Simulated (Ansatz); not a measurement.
TaRu (rock salt, space group No. 225), a = 5.1690 Å, b = 5.1690 Å, c = 5.1690 Å, α = 90.00°, β = 90.00°, γ = 90.00°; the cell used has 2 atoms.

Relaxed with r²SCAN.

Question: Tabulate the valence density and the electron localisation function along the shortest Ru–Ta contact (2.58 Å), plane-wave PAW r²SCAN (Ansatz code).

Answer: 

| distance from Ru (Å) | density (e/Å³) | ELF |
|---|---|---|
| 0.26 | 10.43 | 0.55 |
| 0.39 | 8.43 | 0.60 |
| 0.52 | 6.15 | 0.61 |
| 0.65 | 4.00 | 0.59 |
| 0.78 | 2.26 | 0.52 |
| 0.90 | 1.17 | 0.42 |
| 1.03 | 0.72 | 0.35 |
| 1.16 | 0.55 | 0.33 |
| 1.29 | 0.48 | 0.33 |
| 1.42 | 0.52 | 0.31 |
| 1.55 | 0.68 | 0.36 |
| 1.68 | 1.09 | 0.54 |
| 1.81 | 1.96 | 0.73 |
| 1.94 | 3.22 | 0.80 |
| 2.07 | 4.39 | 0.78 |
| 2.20 | 4.87 | 0.62 |
| 2.33 | 4.41 | 0.30 |

The density is the valence pseudo-density with augmentation charge, so density and ELF within about 1 Å of a nucleus are not all-electron values.

Space group Fm-3m (rock salt). The start of the workflow was typed in or built on a structure type; neither database checked (COD, Materials Project) lists it. COD files the formula under space group No. 123, 221, so this cell is another polymorph or a model. Whether it is the stable phase at ambient conditions was not checked. The cell was relaxed with r²SCAN under the symmetry of its start. At this level the phase is mechanically unstable. The run is not spin-polarised. Its formation energy is positive at this level, so the cell may be metastable or incomplete. Scalar-relativistic: spin–orbit coupling is off unless named, which matters more the heavier the elements.

Potentials: the earlier of the program's two PAW sets.
